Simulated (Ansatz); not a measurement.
Input and command of a plane-wave DFT calculation in Ansatz:

```yaml
crystal:
  lattice:
    - [-2.88558664, -2.88558664, 2.7521629]
    - [2.88558664, 2.88558664, 2.7521629]
    - [-2.88558664, 2.88558664, -2.7521629]
  atoms:
    - { symbol: Cu, position: [0.4938034182, 0.0220666472, 0.4804310465] }
    - { symbol: Cu, position: [0.0086742603, 0.0108252276, 0.520075183] }
    - { symbol: Cu, position: [0.504856823, -0.0108917377, 0.0028518884] }
    - { symbol: Cu, position: [0.0352743973, 0.0283757468, -0.008740818] }
    - { symbol: Cu, position: [0.5125957406, 0.4972991936, 0.5286758827] }
    - { symbol: Cu, position: [-0.0002533726, 0.487089856, 0.4981135411] }
    - { symbol: Cu, position: [0.4604590713, 0.4598048234, -0.0013327992] }
    - { symbol: Cu, position: [-0.0154103381, 0.5054302432, -0.0200739245] }
basis:
  ecutwfc: 420
kpoints:
  mp_grid: { grid: [12, 12, 12] }
hamiltonian:
  xc: lda
scf:
  occupations: { method: gaussian, width: 0.15 }
output:
  forces: true
  stress: true
  eigenvalues: true
```

```bash
ansatz run input.yaml --threads 2 --pin off --max-ram 5120MiB --backend cpu --events-out ev --progress --plain --runs-dir out
```

Processor: Arm Neoverse V1, 2 threads, on a host shared with other jobs.

Question: Estimate time, memory and problem size.

Answer: About 9.5 min on 2 threads of Arm Neoverse V1 (shared host), peak memory 4.6 GiB. It solves 92 bands at 868 k points (the mesh reduced by symmetry) with about 1809 plane waves, in 8 SCF iterations.
